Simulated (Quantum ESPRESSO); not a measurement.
## Cheap against tight settings: ZnF₂

```
CELL_PARAMETERS angstrom
      4.70294     0.00000     0.00000
      0.00000     4.70294     0.00000
      0.00000     0.00000     3.13289
ATOMIC_POSITIONS crystal
  Zn 0.50000 0.50000 0.50000
  Zn 0.00000 0.00000 0.00000
  F  0.69686 0.69686 0.00000
  F  0.30314 0.30314 0.00000
  F  0.80314 0.19686 0.50000
  F  0.19686 0.80314 0.50000
```
The cell comes from the Materials Project (a computed structure). It is ZnF2 in P4₂/mnm; whether this form has been observed was not checked. Stability against distortions was not tested.

Method: σ by GIPAW with PBE in a modified build of Quantum ESPRESSO, on JTH PAW datasets. The cutoff rises from row to row, with the meshes as listed. Costs are rough, from a shared machine. Shieldings are absolute and leave out the bulk-susceptibility term; a larger σ means a smaller chemical shift. Static lattice: thermal averaging is not included.

| setting | cutoff (Ha) | k-mesh | σ_iso Zn (ppm) | σ_iso F (ppm) | f-sum rule missed by (%) | rough cost ratio |
|---|---|---|---|---|---|---|
| A | 17.5 | 3×3×4 shifted | 1826.9 | 350.1 | 0.15 | about 1 |
| B | 22.5 | 4×4×6 shifted | 1799.2 | 344.1 | 0.00 | 2 |
| C | 32.5 | 6×6×8 shifted | 1793.4 | 343.3 | 0.00 | 10 |

Largest change from the last row but one to the last: σ_iso Zn (ppm) by -5.8.
